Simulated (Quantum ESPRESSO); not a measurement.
Al2GeZnN4, finding a planted mistake in a log

A calculation, not a measurement. The program is pw.x of Quantum ESPRESSO 7.5 (plane-wave density functional theory). The cell is made up: 8 atoms on a wurtzite lattice, with randomly drawn elements, strain and displacements, not relaxed. PseudoDojo standard norm-conserving files (v0.5 for PBE, v0.4.1 for LDA and PBEsol) set the functional; there is no spin polarisation, spin-orbit coupling or dispersion term, and the masses in the input are unused placeholders.

Intended input:

```
&control calculation='scf', pseudo_dir='./dojo.nc.sr.pbe.v0_5.standard.upf', outdir='./o', disk_io='medium', tprnfor=.true., tstress=.true. /
&system ibrav=0, nat=8, ntyp=4, nbnd=36, ecutwfc=84.00895049, nosym=.true., tot_charge=0,
 occupations='smearing', smearing='fd', degauss=0.0018374661
/
&electrons conv_thr=7.350e-09, electron_maxstep=60, /
ATOMIC_SPECIES
Al 1.0 Al.upf
Ge 1.0 Ge.upf
N 1.0 N.upf
Zn 1.0 Zn.upf
CELL_PARAMETERS angstrom
3.1632 0.0349 -0.0013
0.0604 5.4339 0.0373
-0.0021 0.0352 4.9819
ATOMIC_POSITIONS angstrom
Al 0.0276 -0.0161 0.0728
Al 1.6218 2.6585 0.0049
Ge 1.5216 0.9789 2.5151
Zn -0.1292 3.6799 2.4201
N -0.1685 0.0374 1.7604
N 1.7244 2.7959 1.7955
N 1.6166 0.9015 4.465
N 0.0402 3.6487 4.4641
K_POINTS automatic
6 4 4 1 1 1
```

The log is shortened where brackets say so; the opening notice, blank lines, dates and the lines on written files are dropped, and the path of the files is cut. It prints rydbergs, bohrs and kilobars, and counts compression as positive stress.

Log of the intended run:

```
     Program PWSCF v.7.5
     Parallel version (MPI & OpenMP), running on       1 processor cores
     Number of MPI processes:                 1
     Threads/MPI process:                     1
     [start-up lines left out]
     bravais-lattice index     =            0
     lattice parameter (alat)  =       5.9779  a.u.
     unit-cell volume          =     577.7706 (a.u.)^3
     number of atoms/cell      =            8
     number of atomic types    =            4
     number of electrons       =        60.00
     number of Kohn-Sham states=           36
     kinetic-energy cutoff     =      84.0090  Ry
     charge density cutoff     =     336.0358  Ry
     scf convergence threshold =      7.3E-09
     mixing beta               =       0.7000
     number of iterations used =            8  plain     mixing
     Exchange-correlation= PBE
                           (   1   4   3   4   0   0   0)
     [axes and pseudopotential details left out]
   Cartesian axes
     site n.     atom                  positions (alat units)
         1        Al     tau(   1) = (   0.0087248  -0.0050895   0.0230133  )
         2        Al     tau(   2) = (   0.5126774   0.8403952   0.0015490  )
         3        Ge     tau(   3) = (   0.4810026   0.3094462   0.7950641  )
         4        Zn     tau(   4) = (  -0.0408422   1.1632763   0.7650330  )
         5        N      tau(   5) = (  -0.0532656   0.0118227   0.5564911  )
         6        N      tau(   6) = (   0.5451109   0.8838295   0.5675868  )
         7        N      tau(   7) = (   0.5110336   0.2849788   1.4114592  )
         8        N      tau(   8) = (   0.0127079   1.1534135   1.4111747  )
     number of k points=    48  Fermi-Dirac smearing, width (Ry)=  0.0018
                       cart. coord. in units 2pi/alat
        k(    1) = (   0.0825841   0.0713103   0.0789031), wk =   0.0416667
        k(    2) = (   0.0826613   0.0702197   0.2376551), wk =   0.0416667
     [further k points left out]
     Dense  grid:    60149 G-vectors     FFT dimensions: (  36,  60,  60)
     Estimated max dynamical RAM per process >      78.15 MB
     Initial potential from superposition of free atoms
     starting charge      59.9941, renormalised to      60.0000
     Starting wfcs are   43 randomized atomic wfcs
     total cpu time spent up to now is        8.9 secs
     per-process dynamical memory:    51.5 Mb
     Self-consistent Calculation
     iteration #  1     ecut=    84.01 Ry     beta= 0.70
     Davidson diagonalization with overlap
     ethr =  1.00E-02,  avg # of iterations =  3.1
     total cpu time spent up to now is       29.5 secs
     total energy              =    -688.10364185 Ry
     estimated scf accuracy    <       2.54519144 Ry
     iteration #  2     ecut=    84.01 Ry     beta= 0.70
     Davidson diagonalization with overlap
     ethr =  4.24E-03,  avg # of iterations =  3.1
     total cpu time spent up to now is       49.8 secs
     total energy              =    -688.65137162 Ry
     estimated scf accuracy    <       3.02263896 Ry
     [iterations 3 to 11 left out]
     iteration # 12     ecut=    84.01 Ry     beta= 0.70
     Davidson diagonalization with overlap
     ethr =  3.35E-10,  avg # of iterations =  2.0
     total cpu time spent up to now is      199.3 secs
     total energy              =    -689.27431434 Ry
     estimated scf accuracy    <       0.00000002 Ry
     iteration # 13     ecut=    84.01 Ry     beta= 0.70
     Davidson diagonalization with overlap
     ethr =  2.60E-11,  avg # of iterations =  3.8
     total cpu time spent up to now is      215.9 secs
     End of self-consistent calculation
     [lines on levels left out]
!    total energy              =    -689.27431435 Ry
     estimated scf accuracy    <          3.4E-09 Ry
     smearing contrib. (-TS)   =      -0.00000000 Ry
     internal energy E=F+TS    =    -689.27431435 Ry
     The total energy is F=E-TS. E is the sum of the following terms:
     one-electron contribution =    -479.50098526 Ry
     hartree contribution      =     273.65673224 Ry
     xc contribution           =    -118.11952674 Ry
     ewald contribution        =    -365.31053459 Ry
     convergence has been achieved in  13 iterations
     Forces acting on atoms (cartesian axes, Ry/au):
     atom    1 type  1   force =     0.01111307   -0.07912993   -0.17022596
     atom    2 type  1   force =     0.00008558    0.10228254   -0.04742460
     atom    3 type  2   force =    -0.01238835    0.06213620   -0.02162513
     atom    4 type  4   force =     0.14951239    0.02042845    0.10633863
     atom    5 type  3   force =     0.04502534    0.09368329    0.17636279
     atom    6 type  3   force =    -0.17087696   -0.19087808    0.01945745
     atom    7 type  3   force =    -0.02701792   -0.00210954   -0.07115905
     atom    8 type  3   force =     0.00454685   -0.00641293    0.00827586
     Total force =     0.447752     Total SCF correction =     0.000219
     Computing stress (Cartesian axis) and pressure
          total   stress  (Ry/bohr**3)                   (kbar)     P=      140.05
   0.00058536   0.00007936   0.00023632           86.11       11.67       34.76
   0.00007936   0.00055945   0.00017750           11.67       82.30       26.11
   0.00023632   0.00017750   0.00171123           34.76       26.11      251.73
     init_run     :      8.31s CPU      8.74s WALL (       1 calls)
     electrons    :    198.10s CPU    207.02s WALL (       1 calls)
     forces       :      2.03s CPU      2.06s WALL (       1 calls)
     stress       :      9.61s CPU      9.65s WALL (       1 calls)
     [timing details left out]
     PWSCF        :   3m38.25s CPU   3m47.79s WALL
     JOB DONE.
```

A second run was made from an input with one planted mistake. Its log:

```
     Program PWSCF v.7.5
     Parallel version (MPI & OpenMP), running on       4 processor cores
     Number of MPI processes:                 4
     Threads/MPI process:                     1
     [start-up lines left out]
     bravais-lattice index     =            0
     lattice parameter (alat)  =       5.9779  a.u.
     unit-cell volume          =     577.7706 (a.u.)^3
     number of atoms/cell      =            8
     number of atomic types    =            4
     number of electrons       =        60.00
     number of Kohn-Sham states=           36
     kinetic-energy cutoff     =      84.0090  Ry
     charge density cutoff     =     336.0358  Ry
     scf convergence threshold =      3.7E-03
     mixing beta               =       0.7000
     number of iterations used =            8  plain     mixing
     Exchange-correlation= PBE
                           (   1   4   3   4   0   0   0)
     [axes and pseudopotential details left out]
   Cartesian axes
     site n.     atom                  positions (alat units)
         1        Al     tau(   1) = (   0.0087248  -0.0050895   0.0230133  )
         2        Al     tau(   2) = (   0.5126774   0.8403952   0.0015490  )
         3        Ge     tau(   3) = (   0.4810026   0.3094462   0.7950641  )
         4        Zn     tau(   4) = (  -0.0408422   1.1632763   0.7650330  )
         5        N      tau(   5) = (  -0.0532656   0.0118227   0.5564911  )
         6        N      tau(   6) = (   0.5451109   0.8838295   0.5675868  )
         7        N      tau(   7) = (   0.5110336   0.2849788   1.4114592  )
         8        N      tau(   8) = (   0.0127079   1.1534135   1.4111747  )
     number of k points=    48  Fermi-Dirac smearing, width (Ry)=  0.0018
                       cart. coord. in units 2pi/alat
        k(    1) = (   0.0825841   0.0713103   0.0789031), wk =   0.0416667
        k(    2) = (   0.0826613   0.0702197   0.2376551), wk =   0.0416667
     [further k points left out]
     Dense  grid:    60149 G-vectors     FFT dimensions: (  36,  60,  60)
     Estimated max dynamical RAM per process >     127.68 MB
     Estimated total dynamical RAM >     466.66 MB
     Initial potential from superposition of free atoms
     starting charge      59.9941, renormalised to      60.0000
     Starting wfcs are   43 randomized atomic wfcs
     total cpu time spent up to now is        1.8 secs
     per-process dynamical memory:    97.2 Mb
     Self-consistent Calculation
     iteration #  1     ecut=    84.01 Ry     beta= 0.70
     Davidson diagonalization with overlap
     ethr =  1.00E-02,  avg # of iterations =  3.1
     total cpu time spent up to now is        3.9 secs
     total energy              =    -688.10376059 Ry
     estimated scf accuracy    <       2.54518041 Ry
     iteration #  2     ecut=    84.01 Ry     beta= 0.70
     Davidson diagonalization with overlap
     ethr =  4.24E-03,  avg # of iterations =  3.1
     total cpu time spent up to now is        5.8 secs
     total energy              =    -688.65206548 Ry
     estimated scf accuracy    <       3.02068748 Ry
     [iterations 3 to 4 left out]
     iteration #  5     ecut=    84.01 Ry     beta= 0.70
     Davidson diagonalization with overlap
     ethr =  1.80E-05,  avg # of iterations =  7.6
     total cpu time spent up to now is       11.6 secs
     total energy              =    -689.27305434 Ry
     estimated scf accuracy    <       0.00660606 Ry
     iteration #  6     ecut=    84.01 Ry     beta= 0.70
     Davidson diagonalization with overlap
     ethr =  1.10E-05,  avg # of iterations =  2.4
     total cpu time spent up to now is       13.4 secs
     End of self-consistent calculation
     [lines on levels left out]
!    total energy              =    -689.27375787 Ry
     estimated scf accuracy    <       0.00099420 Ry
     smearing contrib. (-TS)   =      -0.00000000 Ry
     internal energy E=F+TS    =    -689.27375787 Ry
     The total energy is F=E-TS. E is the sum of the following terms:
     one-electron contribution =    -479.58638144 Ry
     hartree contribution      =     273.76493654 Ry
     xc contribution           =    -118.14177837 Ry
     ewald contribution        =    -365.31053459 Ry
     convergence has been achieved in   6 iterations
     Forces acting on atoms (cartesian axes, Ry/au):
     atom    1 type  1   force =     0.01134054   -0.07992187   -0.16974291
     atom    2 type  1   force =     0.00034649    0.10348053   -0.04986056
     atom    3 type  2   force =    -0.01248685    0.07277618   -0.01811913
     atom    4 type  4   force =     0.14830449    0.01024505    0.10540117
     atom    5 type  3   force =     0.04527872    0.09486702    0.17808193
     atom    6 type  3   force =    -0.17104406   -0.19449517    0.02200356
     atom    7 type  3   force =    -0.02667716   -0.00168275   -0.07401565
     atom    8 type  3   force =     0.00493783   -0.00526899    0.00625159
     Total force =     0.451805     Total SCF correction =     0.149233
     SCF correction compared to forces is large: reduce conv_thr to get better values
     Computing stress (Cartesian axis) and pressure
          total   stress  (Ry/bohr**3)                   (kbar)     P=      160.57
   0.00072855   0.00009129   0.00024534          107.17       13.43       36.09
   0.00009129   0.00068320   0.00018413           13.43      100.50       27.09
   0.00024534   0.00018413   0.00186287           36.09       27.09      274.04
     init_run     :      1.65s CPU      1.70s WALL (       1 calls)
     electrons    :     11.54s CPU     11.61s WALL (       1 calls)
     forces       :      0.32s CPU      0.32s WALL (       1 calls)
     stress       :      1.08s CPU      1.08s WALL (       1 calls)
     [timing details left out]
     PWSCF        :     14.67s CPU     14.79s WALL
     JOB DONE.
```

Question: what was wrong in the second input?

Answer: the self-consistency threshold is too loose. The input lines that differ, file-writing options aside:

```
- &electrons conv_thr=7.350e-09, electron_maxstep=60, /
+ &electrons conv_thr=3.675e-03, electron_maxstep=60, /
```

|  | intended run | run with the mistake |
| --- | --- | --- |
| free energy (eV) | -9378.055 | -9378.047 |
| smearing term -TS (eV) | 0.0000 | 0.0000 |
| pressure (GPa) | 14.00 | 16.06 |
| largest force component (eV/Å) | 4.908 | 5.001 |
| largest change of a force component (eV/Å) |  | 0.274 |
| iterations | 13 | 6 |

For scale, a rerun of the intended cell at 1437 eV and a 8 x 6 x 6 mesh moved values by no more than 0.002 eV in energy, 0.04 GPa in stress and 0.002 eV/Å in force.